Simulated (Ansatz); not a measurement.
MnZn at 5 GPa (stress–strain coefficients): relaxed-ion elastic tensor

Theory: DFT LDA, scalar-relativistic, plane waves, PAW (Ansatz 0.2.0). Settings: 420 eV plane-wave cutoff, Γ-centred 14×14×14 mesh, Gaussian smearing of 0.20 eV. Collinear spin, site moments 2.5, 0.0 μB.

The cell, relaxed at 5 GPa:
```yaml
crystal:
  lattice:
    - [2.86471, 0.00000, 0.00000]
    - [0.00000, 2.86471, 0.00000]
    - [0.00000, 0.00000, 2.86471]
  atoms:
    - { symbol: Mn, position: [0.00000, 0.00000, 0.00000] }
    - { symbol: Zn, position: [0.50000, 0.50000, 0.50000] }
```

In a metal, frequencies and elastic constants depend on the k mesh and the smearing, soft modes and shear constants most. Other phases may be more stable at this pressure.

Problem. Give the relaxed-ion elastic constants (GPa, Voigt order xx yy zz yz xz xy, on the axes of the cell above).

Solution.
```
189.6 175.9 175.9   0.0   0.0   0.0
175.9 189.6 175.9   0.0   0.0   0.0
175.9 175.9 189.6   0.0   0.0   0.0
  0.0   0.0   0.0 147.3   0.0   0.0
  0.0   0.0   0.0   0.0 147.3   0.0
  0.0   0.0   0.0   0.0   0.0 147.3
```

Problem. Is the crystal stable against homogeneous strain?

Solution. Too close to call: the least eigenvalue is 13.7 GPa, within what the k mesh leaves open in a metal.

Cost: 1 run of about 3.1 core-minutes, on Arm Neoverse V1 (shared hosts).